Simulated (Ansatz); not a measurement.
ZnO in the wurtzite structure, relaxed with r2SCAN, was run in the PAW code Ansatz under altered settings. All numbers are computed, without spin polarisation but where a row says otherwise.

```yaml
crystal:
  lattice:
    - [3.23534, 0.00000, 0.00000]
    - [-1.61767, 2.80189, 0.00000]
    - [0.00000, 0.00000, 5.21095]
  atoms:
    - { symbol: Zn, position: [0.33333, 0.66667, 0.99765] }
    - { symbol: Zn, position: [0.66667, 0.33333, 0.49765] }
    - { symbol: O, position: [0.33333, 0.66667, 0.37735] }
    - { symbol: O, position: [0.66667, 0.33333, 0.87735] }
```

The base run's other keys:
```yaml
kpoints:
  mp_grid: { grid: [6, 6, 2] }
hamiltonian:
  xc: hse06
scf:
  occupations: { method: fixed }
  n_extra_bands: 5
```

It takes 15 iterations with 941 plane waves at 420 eV and 14 k points, and leaves a mean stress of +1.64 GPa. The gap over this mesh is 2.535 eV.

Outcomes, with energy and stress as changes against the base:

| setting | outcome | ΔF (meV/atom) | Δ mean stress (GPa) | gap on the mesh (eV) | iterations |
| --- | --- | --- | --- | --- | --- |
| PBE hybrid, exx coeff 0.4, unscreened | converged | – | -2.7 | 4.764 | 19 |
| PBE hybrid, exx coeff 0.15, omega 0.5 1/Å | converged | – | +2.3 | 1.470 | 13 |
| crystal.symmetry.detect: false | converged, warned | 0.0 | 0.0 | 2.535 | 16 |
| basis.xc_grid: 3 | converged | 0.0 | 0.0 | 2.535 | 15 |

A dash marks a value that wasn't obtained or can't be compared. Stress is positive in compression. The base's mesh is coarse for a hybrid, so its own values aren't converged.

- PBE hybrid, exx coeff 0.4, unscreened. That is 40 % exact exchange, at all ranges, against HSE06's 25 % screened at 0.208 1/Å. The mean stress moves by -2.7 GPa and the gap on the mesh by +2.229 eV (to 4.764). Totals of different functionals aren't comparable.
- PBE hybrid, exx coeff 0.15, omega 0.5 1/Å. That is 15 % exact exchange, screened with ω = 0.5 1/Å, against HSE06's 25 % screened at 0.208 1/Å. The mean stress moves by +2.3 GPa and the gap on the mesh by -1.065 eV (to 1.470). Totals of different functionals aren't comparable.
- crystal.symmetry.detect: false. It converges in 16 iterations against the base's 15, on 72 k points in place of 14. The result is the base's, as it should be for a key that only affects how the solution is found. Warned: hybrid solves reversed points apart.

Within 1 meV an atom, 0.1 GPa and 0.005 eV of the base stay: crystal.symmetry.detect: false; basis.xc_grid: 3.

The stress of a hybrid is loosely converged in these runs.

The meshes of the hybrids are coarse, so their gaps aren't converged to the digits shown.
